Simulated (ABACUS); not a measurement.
Set-up for a self-consistent single point of SrTiO3 (I4/mcm, 10 atoms in the cell; from Materials Project mp-4651).

```
SrTiO3
1.0
   -2.76117     2.76117     3.92263
    2.76117    -2.76117     3.92263
    2.76117     2.76117    -3.92263
Sr Ti O
2 2 6
Direct
  0.75000   0.25000   0.50000
  0.25000   0.75000   0.50000
  0.00000   0.00000   0.00000
  0.50000   0.50000   0.00000
  0.77096   0.27096   0.04192
  0.22904   0.72904   0.95808
  0.27096   0.22904   0.50000
  0.72904   0.77096   0.50000
  0.75000   0.75000   0.00000
  0.25000   0.25000   0.00000
```

Method: LDA (Perdew-Zunger), numerical atomic orbitals TZP (confined pseudo-atomic orbitals with Gaussian additions; energy shift 0.01 Ry), PseudoDojo 0.4 standard norm-conserving LDA (tails mended) pseudopotentials in ABACUS.

ABACUS settings:

* **basis**: TZP numerical atomic orbitals, energy shift 0.01 Ry
* **KPT**: Gamma 6 6 6 0 0 0
* **basis_type**: lcao
* **dft_functional**: PZ
* **ecutwfc**: 100 Ry
* **smearing_method**: gaussian
* **smearing_sigma**: 0.00367493 Ry
* **potentials**: PseudoDojo 0.4 standard norm-conserving LDA (tails mended)
* **symmetry**: 1
* **symmetry_prec**: 1e-05
* **ks_solver**: scalapack_gvx
* **scf_nmax**: 100
* **scf_thr**: 1.0e-07
* **mixing_type**: pulay

Results:

```
Item                                                      Value
------------------------------------------------  -------------
Number of valence electrons                                  80
Number of bands                                              50
Number of k-points after the program's reduction             30
Size of the basis                                           204
Number of SCF iterations                                     12
Free energy E − TS                                -7808.1727 eV
Top of the valence band (on the code's own zero)        9.61 eV
Gap on the k-point mesh                                 1.84 eV
Pressure                                              -8.51 GPa
```

Stress (GPa, positive for compression):
```
-8.45   0.00   0.00
 0.00  -8.45   0.00
 0.00   0.00  -8.63
```

The gap is read on the k-point mesh of the run and can differ from the gap over the whole zone at this level.

For comparison: a first run (DFT, LDA (PW92), numerical atomic orbitals TZP (confined pseudo-atomic orbitals with Gaussian additions; energy shift 0.01 Ry), PseudoDojo 0.4 standard norm-conserving LDA (tails mended) pseudopotentials) was changed to give this one (dft_functional: PWLDA → PZ), and from it to this one the pressure goes from -8.64 to -8.51 GPa and the gap on the mesh stays at 1.836 eV.

The atom-centred basis is finite, which shifts total energies, pressures and gaps against plane waves. The structure comes from a collection of computed structures, made at another level of theory; the collection holds predicted forms beside known ones.

Cost on one core: around 80 core-seconds (rough).

The atomic orbitals were generated for these runs; they are not ABACUS's published sets and were checked against plane waves on a few crystals only.

“Tails mended”: in these copies of the files the far tail of each local potential was reset to the Coulomb form.
